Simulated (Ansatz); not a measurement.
A geometry of SnO2 away from equilibrium: step 2 of the relaxation of a relaxed SnO2 cell shaken by Gaussian noise of σ = 0.08 Å a coordinate. The numbers are results of r2SCAN (plane waves to 500 eV, PAW, scalar-relativistic; Ansatz, a quantum-chemistry and plane-wave program), not measurements. Γ-centred k-mesh 5×5×4 on the run's cell (coarser than for final values), Fermi–Dirac smearing 0.05 eV.

```
SnO2
1.0
    5.96099    -0.01030     0.01200
   -2.98941     5.15511     0.01689
    0.01319     0.02905     6.57254
Sn O
3 6
Direct
  0.50403   0.01155   0.99948
  0.49307   0.50211   0.32856
  0.00562   0.51575   0.66248
  0.21200   0.40246   0.51821
  0.81363   0.21357   0.84047
  0.58353   0.79462   0.15909
  0.80193   0.57914   0.47822
  0.20259   0.81136   0.83180
  0.38696   0.19009   0.17837
```

Question: Give the Cartesian forces on all atoms (eV/Å).

Answer: 
```csv
atom,Fx,Fy,Fz
Sn1,-0.75,0.35,-0.31
Sn2,0.31,-0.38,0.51
Sn3,0.45,-0.61,0.74
O4,0.10,0.08,-0.05
O5,-0.07,0.31,-0.16
O6,0.37,-0.03,0.11
O7,-0.60,0.30,-0.52
O8,0.01,0.24,0.02
O9,0.18,-0.27,-0.35
```

Question: What is the pressure?

Answer: +1.1 GPa, compression positive.

Question: How far above the relaxed end point is this geometry?

Answer: 0.32 eV/atom; the path ends in C2/m (No. 12).

No spin polarisation in the result.

The end of the path is a generated cell of SnO2: the first start was made by placing the elements on the sites of a structure type, and the end was not matched to a known phase here, so it may be hypothetical. Known forms of SnO2 include space group No. 136.
